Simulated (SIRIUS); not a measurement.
## Parameter sweep on TiO2 (C2/c, 6 atoms in the cell; from Materials Project mp-34688, lattice scaled a little)

```
CELL_PARAMETERS angstrom
      2.64542    -2.64603     0.00000
      2.64542     2.64603     0.00000
     -2.57454     0.00000     4.68919
ATOMIC_POSITIONS crystal
  Ti 0.13411 0.86589 0.25000
  Ti 0.86589 0.13411 0.75000
  O  0.33122 0.08876 0.66715
  O  0.66878 0.91124 0.33285
  O  0.91124 0.66878 0.83285
  O  0.08876 0.33122 0.16715
```

Base run A: LDA (PW92), PseudoDojo 0.4 standard norm-conserving LDA (tails mended) pseudopotentials (SIRIUS), self-consistent single point.

Its settings: parameters.ngridk = 5 5 3; parameters.xc_functionals = [XC_LDA_X, XC_LDA_C_PW]; parameters.gk_cutoff = 9.165 1/bohr; parameters.pw_cutoff = 18.331 1/bohr; parameters.smearing = gaussian; parameters.smearing_width = 0.000734986 Ha; potentials = PseudoDojo 0.4 standard norm-conserving LDA (tails mended) pseudopotentials; parameters.electronic_structure_method = pseudopotential; parameters.num_bands = 29; parameters.num_mag_dims = 0; parameters.num_dft_iter = 100; parameters.energy_tol = 1e-07 Ha; parameters.density_tol = 1e-06; mixer.type = anderson; mixer.beta = 0.7; mixer.use_hartree = true.

The structure comes from a collection of computed structures, made at another level of theory; the collection holds predicted forms beside known ones. Its lattice was then scaled.

ΔF is the free energy per atom less that of run A. 

```csv
run,change,ΔF (meV/atom),pressure (GPa),largest force (eV/Å),k-points
A,base,0.00,1.09,0.136,24
B,lattice vector b scaled by 0.98,9.2,6.37,0.607,38
C,lattice vector b scaled by 0.99,2.5,3.62,0.325,38
D,lattice vector b scaled by 1.01,1.21,-1.22,0.276,38
E,lattice vector b scaled by 1.02,5.8,-3.35,0.502,38
```

Run B against A: The free energy goes up by 9.2 meV/atom, the pressure goes from 1.09 to 6.37 GPa and the largest force goes from 0.136 to 0.607 eV/Å.

Run C against A: The free energy rises by 2.5 meV/atom, the pressure goes from 1.09 to 3.62 GPa and the largest force goes from 0.136 to 0.325 eV/Å.

“Tails mended”: in these copies of the files the far tail of each local potential was reset to the Coulomb form.
